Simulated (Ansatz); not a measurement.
**Zr3TiC4: stable or not**

The cell was found from a structure generator's guess, not taken from experiment.

Computed with DFT PBE, scalar-relativistic, plane waves, PAW in Ansatz 0.2.0. Cutoff 420 eV, Γ-centred 8×8×12 mesh (8-atom cell), Gaussian smearing of 0.10 eV, no spin polarisation.

```
Zr Ti C
1.0
     3.26885   -4.62152    0.00000
     3.26885    4.62152    0.00000
     0.00000    0.00000    3.27557
Zr Ti C
3 1 4
Direct
  0.00000 0.00000 0.00000
  0.00000 0.50000 0.50000
  0.50000 0.00000 0.50000
  0.50000 0.50000 0.00000
  0.25482 0.74518 0.00000
  0.74518 0.25482 0.00000
  0.25966 0.25966 0.50000
  0.74034 0.74034 0.50000
```

Energies over the elements count from the elements' standard structures at the same level, with no fitted energy shifts.

Problem. These tests were run: energy against the elements; random kick, then relaxation without symmetry; phonons on a 1×1×2 q mesh; elastic tensor. What do they show?

Solution.

| test | result |
| --- | --- |
| energy against the elements | −0.80 eV/atom |
| random kick, then relaxation without symmetry | returns |
| phonons on a 1×1×2 q mesh | no imaginary mode on the mesh |
| elastic tensor | least eigenvalue 154 GPa |

It fails none of these tests. Other phases of the system weren't compared here, so this isn't yet thermodynamic stability.

The reference form of C is held partly by dispersion forces, which this level lacks. The kick test ran on a coarse mesh. The run for the phonons used an 8×8×12 k mesh and Fermi–Dirac smearing of 0.15 eV. The run for the elastic tensor used an 8×8×12 k mesh and Fermi–Dirac smearing of 0.15 eV.
